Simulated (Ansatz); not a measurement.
**Relaxing a structure of Si₂Mo**

The start is a relaxed Si2Mo cell, doubled along one cell vector, shaken by Gaussian noise of σ = 0.08 Å a coordinate. The cell and all atomic positions are relaxed at zero pressure with PBE (plane waves to 420 eV, PAW, scalar-relativistic; Ansatz, a quantum-chemistry and plane-wave program). The first steps use a coarse 5×3×5 k-mesh.

Starting cell:
```
CELL_PARAMETERS angstrom
      5.40104     0.00000     0.00000
      0.00000    10.80208     0.00000
      0.00000     0.00000     5.40104
ATOMIC_POSITIONS crystal
  Si 0.74884 0.37242 0.75312
  Si 0.73691 0.86618 0.77063
  Si 0.75065 0.12394 0.23244
  Si 0.73310 0.62774 0.23000
  Si 0.22014 0.38115 0.22791
  Si 0.24991 0.87959 0.25178
  Si 0.22814 0.11414 0.75277
  Si 0.25476 0.62322 0.75004
  Mo 0.99159 0.99675 0.00081
  Mo 0.00162 0.50915 0.98301
  Mo 0.49695 0.25178 0.52814
  Mo 0.50499 0.73752 0.50528
```

```json
{
  "energy_released": "1.47 eV/atom",
  "relative_to_the_parent": "It does not go back: it reaches P1 (No. 1), 1.39 eV/atom below the parent",
  "Shortest distances (start → end)": "The closest pairs of elements (up to four, under 3.6 Å), start → end: Mo–Si 2.23 → 2.43 Å; Si–Si 3.58 → 2.41 Å; Mo–Mo 4.47 → 3.03 Å",
  "band_gap_at_the_end": "zero (metallic)",
  "optimiser_moves": "41"
}
```

It ends as:

```xyz
12
Lattice="4.6533 0.0000 0.0000 -2.2455 6.0685 0.0000 -1.3577 -2.2036 6.4482" Properties=species:S:1:pos:R:3 pbc="T T T"
Si    -2.1145     3.2110     4.5605
Si     2.4737     4.7842     0.6848
Si    -0.7981     1.6518     5.9085
Si     0.4741     3.9105     1.9994
Si     2.9772    -0.2137     3.5099
Si     3.5774     1.7794     0.6689
Si     0.1194    -0.9106     6.0360
Si     1.5978     1.3121     2.1917
Mo     0.2966     4.0385     5.1863
Mo     0.6256    -1.0043     3.0510
Mo     1.5068     1.0385     5.1120
Mo    -0.6160     1.9536     3.1106
```

Final values are on a 11×8×7 k-mesh of the relaxed cell. No spin polarisation in the result.

The relaxed structure here is a generated cell of Si2Mo: the first start was made by placing the elements on the sites of a structure type, and the end was not matched to a known phase here, so it may be hypothetical. Known forms of Si2Mo include space group No. 139.
